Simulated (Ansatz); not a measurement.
Starting structure of a cell relaxation (symmetry kept):

```
Y Ni Ge
1.0
     2.03309  -10.75412    0.00000
     2.03309   10.75412    0.00000
     0.00000    0.00000    4.08783
Y Ni Ge
2 2 6
Direct
  0.83128 0.16872 0.50000
  0.16872 0.83128 0.50000
  0.60999 0.39001 0.00000
  0.39001 0.60999 0.00000
  0.05732 0.94268 0.00000
  0.94268 0.05732 0.00000
  0.28385 0.71615 0.00000
  0.71615 0.28385 0.00000
  0.44271 0.55729 0.50000
  0.55729 0.44271 0.50000
```

Method: DFT PBEsol, scalar-relativistic, plane waves, PAW in Ansatz.

Settings: cutoff 420 eV, Γ-centred mesh 10×10×10 on the computed 10-atom cell, Gaussian smearing of 0.10 eV; no spin polarisation.

**Question.** What does it relax to?

**Answer.** The volume goes down by 0.36 Å³/atom to 17.52 Å³/atom, and the energy falls by 2.7 meV/atom. Final structure:
```
CELL_PARAMETERS angstrom
2.02570 -10.71197 0.00000
2.02570 10.71197 0.00000
0.00000 0.00000 4.03654
ATOMIC_POSITIONS crystal
Y 0.83088 0.16912 0.50000
Y 0.16912 0.83088 0.50000
Ni 0.61068 0.38932 0.00000
Ni 0.38932 0.61068 0.00000
Ge 0.05753 0.94247 0.00000
Ge 0.94247 0.05753 0.00000
Ge 0.28336 0.71664 0.00000
Ge 0.71664 0.28336 0.00000
Ge 0.44263 0.55737 0.50000
Ge 0.55737 0.44263 0.50000
```

Cost: 1 run of about 33 core-minutes, on Intel Xeon Platinum 8259CL (Skylake/Cascade Lake) (shared hosts).